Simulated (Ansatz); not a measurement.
SiO2:
```cif
data_O8Si4
_chemical_formula_sum 'Si4 O8'
_space_group_name_H-M_alt 'P 1'
_space_group_IT_number 1
_cell_length_a 6.84047
_cell_length_b 6.84047
_cell_length_c 6.84047
_cell_angle_alpha 98.408
_cell_angle_beta 98.408
_cell_angle_gamma 135.036
loop_
_space_group_symop_operation_xyz
  'x, y, z'
loop_
_atom_site_label
_atom_site_type_symbol
_atom_site_fract_x
_atom_site_fract_y
_atom_site_fract_z
_atom_site_occupancy
Si1 Si 0.17696 0.17696 0.35393 1
Si2 Si 0.82304 0.82304 0.64607 1
Si3 Si 0.17696 0.82304 0.00000 1
Si4 Si 0.82304 0.17696 0.00000 1
O1 O 0.50000 0.50000 0.50000 1
O2 O 0.50000 0.00000 0.00000 1
O3 O 0.00000 0.00000 0.50000 1
O4 O 0.00000 0.50000 0.00000 1
O5 O 0.00000 0.20884 0.20884 1
O6 O 0.00000 0.79116 0.79116 1
O7 O 0.20884 0.00000 0.20884 1
O8 O 0.79116 0.00000 0.79116 1
```

Relaxed with r²SCAN.

**Question.** Which orbitals make up the states near the band edges in DFT-r²SCAN in the program Ansatz with PAW potentials?

**Answer.** Top 1 eV of the valence band: O 2p 97 %. Bottom 1 eV of the conduction band: Si 3s 28 %, Si 3p 20 %, O 2s 13 %, outside the projected shells 36 %. Projections are on Löwdin-orthogonalised atomic valence shells; empty p or d shells of many metals are not among them.

**Question.** Tabulate the density of states.

**Answer.** States/eV per cell of 12 atoms, in 0.25 eV bins, energy from the valence-band maximum.

```tsv
E (eV)	total	O 2p	Si 3p	O 2s
-7.85	2.50	1.80	0.21	0.10
-7.60	1.68	1.22	0.15	0.06
-7.35	1.70	1.24	0.16	0.06
-7.10	1.84	1.36	0.20	0.06
-6.85	2.55	1.91	0.31	0.07
-6.60	2.77	2.11	0.36	0.06
-6.35	2.22	1.71	0.33	0.03
-6.10	1.55	1.20	0.28	0.01
-5.85	12.10	9.50	2.43	0.01
-5.60	15.07	12.00	2.87	0.01
-5.35	4.75	3.87	0.82	0.00
-5.10	0.02	0.01	0.00	0.00
-4.85	0.00	0.00	0.00	0.00
-4.60	0.00	0.00	0.00	0.00
-4.35	0.00	0.00	0.00	0.00
-4.10	0.00	0.00	0.00	0.00
-3.85	0.00	0.00	0.00	0.00
-3.60	0.00	0.00	0.00	0.00
-3.35	8.00	6.54	0.87	0.44
-3.10	2.49	2.10	0.26	0.08
-2.85	12.01	10.54	0.96	0.27
-2.60	13.45	12.34	0.63	0.18
-2.35	9.15	8.53	0.35	0.08
-2.10	16.15	15.00	0.69	0.14
-1.85	8.97	8.41	0.32	0.07
-1.60	14.07	13.26	0.42	0.14
-1.35	5.65	5.32	0.16	0.07
-1.10	6.40	6.12	0.14	0.03
-0.85	7.25	6.96	0.15	0.03
-0.60	9.55	9.24	0.16	0.04
-0.35	8.14	7.99	0.07	0.02
-0.10	6.72	6.65	0.01	0.01
0.15	0.00	0.00	0.00	0.00
0.40	0.00	0.00	0.00	0.00
0.65	0.00	0.00	0.00	0.00
0.90	0.00	0.00	0.00	0.00
1.15	0.00	0.00	0.00	0.00
1.40	0.00	0.00	0.00	0.00
1.65	0.00	0.00	0.00	0.00
1.90	0.00	0.00	0.00	0.00
2.15	0.00	0.00	0.00	0.00
2.40	0.00	0.00	0.00	0.00
2.65	0.00	0.00	0.00	0.00
2.90	0.00	0.00	0.00	0.00
3.15	0.00	0.00	0.00	0.00
3.40	0.00	0.00	0.00	0.00
3.65	0.00	0.00	0.00	0.00
3.90	0.00	0.00	0.00	0.00
4.15	0.00	0.00	0.00	0.00
4.40	0.00	0.00	0.00	0.00
4.65	0.00	0.00	0.00	0.00
4.90	0.00	0.00	0.00	0.00
5.15	0.00	0.00	0.00	0.00
5.40	0.00	0.00	0.00	0.00
5.65	0.00	0.00	0.00	0.00
5.90	0.00	0.00	0.00	0.00
6.15	0.13	0.00	0.01	0.02
6.40	0.41	0.01	0.05	0.05
6.65	0.61	0.02	0.12	0.08
6.90	0.80	0.03	0.19	0.10
7.15	1.09	0.05	0.31	0.14
7.40	1.15	0.06	0.36	0.14
7.65	1.15	0.07	0.39	0.14
7.90	1.55	0.10	0.57	0.18
8.15	2.15	0.15	0.85	0.22
8.40	1.74	0.11	0.69	0.18
8.65	3.08	0.18	1.11	0.31
8.90	2.80	0.15	0.88	0.23
9.15	2.67	0.13	0.93	0.33
9.40	3.71	0.17	1.46	0.51
9.65	5.18	0.21	2.19	0.71
9.90	6.23	0.24	2.59	0.77
10.15	5.99	0.34	2.23	0.71
10.40	7.66	0.48	3.62	0.73
10.65	10.76	0.68	4.67	0.84
10.90	8.16	0.57	3.61	0.64
```

Space group I4/mmm. The first step of the workflow began from a Materials Project structure, measured or hypothetical; the Crystallography Open Database copy checked does not list it. It is not the phase usual at ambient conditions (space group No. 92, 152, 154). The r²SCAN relaxation kept the symmetry of its start. At this level the phase is dynamically unstable (imaginary phonons).

Potentials: the later of the program's two PAW sets.
